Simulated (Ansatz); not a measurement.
BaS:
```xyz
2
Lattice="0.0000 3.2124 3.2124 3.2124 0.0000 3.2124 3.2124 3.2124 0.0000" Properties=species:S:1:pos:R:3 pbc="T T T"
Ba     0.0000     0.0000     0.0000
S      3.2124     3.2124     3.2124
```

Tensor components refer to the Cartesian frame of this cell.

Problem. Give the high-frequency dielectric tensor and the Born effective charge tensors of the independent atoms from DFPT, the program Ansatz at the r²SCAN level (PAW).

Solution. 
ε∞:
```
4.38  0.00  0.00
0.00  4.38  0.00
0.00  0.00  4.38
```
Z* of atom 1 (Ba), rows: field, columns: displacement, in e:
```
2.56  0.00  0.00
0.00  2.56  0.00
0.00  0.00  2.56
```
Z* of atom 2 (S), rows: field, columns: displacement, in e:
```
-2.56   0.00   0.00
 0.00  -2.56   0.00
 0.00   0.00  -2.56
```

Static charges for comparison (Bader): Ba1 +1.47, S2 -1.47 e. Born charges measure polarisation by displacement and can exceed these by far.

Space group Fm-3m (rock salt). The cell was relaxed with r²SCAN under the symmetry of its start. Scalar-relativistic: spin–orbit coupling is off unless named, which matters more the heavier the elements.

Potentials: the later of the program's two PAW sets.
